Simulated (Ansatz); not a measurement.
ZnS:
```cif
data_S4Zn4
_chemical_formula_sum 'S4 Zn4'
_space_group_name_H-M_alt 'F-43m'
_space_group_IT_number 216
_space_group_name_Hall 'F -4 2 3'
_cell_length_a 5.35654
_cell_length_b 5.35654
_cell_length_c 5.35654
_cell_angle_alpha 90.000
_cell_angle_beta 90.000
_cell_angle_gamma 90.000
loop_
_atom_site_label
_atom_site_type_symbol
_atom_site_symmetry_multiplicity
_atom_site_Wyckoff_symbol
_atom_site_fract_x
_atom_site_fract_y
_atom_site_fract_z
_atom_site_occupancy
S1 S 4 c 0.25000 0.25000 0.25000 1
Zn1 Zn 4 a 0.00000 0.00000 0.00000 1
```
(The calculation used a cell of 2 atoms; values per cell refer to that cell.)

Relaxed with PBEsol. PBEsol (plane waves, PAW; program Ansatz) gives a gap of 2.09 eV.

Q: What gap does HSE06 give on the same cell (Ansatz, PAW)?

A: 3.46 eV, 1.38 eV more. The hybrid was solved on a coarser mesh and at special points; its gap is the smallest among all of these.

| k | v1 PBEsol | c1 PBEsol | v1 HSE06 | c1 HSE06 |
|---|---|---|---|---|
| Γ | 0.00 | 2.09 | 0.00 | 3.46 |
| X | -2.35 | 3.17 | [?] | [?] |
| L | -0.92 | 3.24 | [?] | [?] |
| W | -2.86 | 5.54 | [?] | [?] |
| K | -1.91 | 3.95 | [?] | [?] |

Q: Top valence (v1) and lowest conduction level (c1) in eV from each method's valence maximum (which need not be a listed point): supply the withheld HSE06 values.

A: 
- X, v1 HSE06: -2.45
- X, c1 HSE06: 4.32
- L, v1 HSE06: -0.95
- L, c1 HSE06: 4.61
- K, v1 HSE06: -1.99
- K, c1 HSE06: 5.20
- W, v1 HSE06: -2.99
- W, c1 HSE06: 6.78

Cost on shared cores: the PBEsol run (SCF on a 9×9×9 mesh, then bands and DOS) roughly 15 core-seconds, the HSE06 run (SCF on 7×7×7, then a few points) very roughly 2.2 core-minutes; the tasks are unlike.

Symmetry was held in the PBEsol relaxation.

Potentials: the later of the program's two PAW sets.
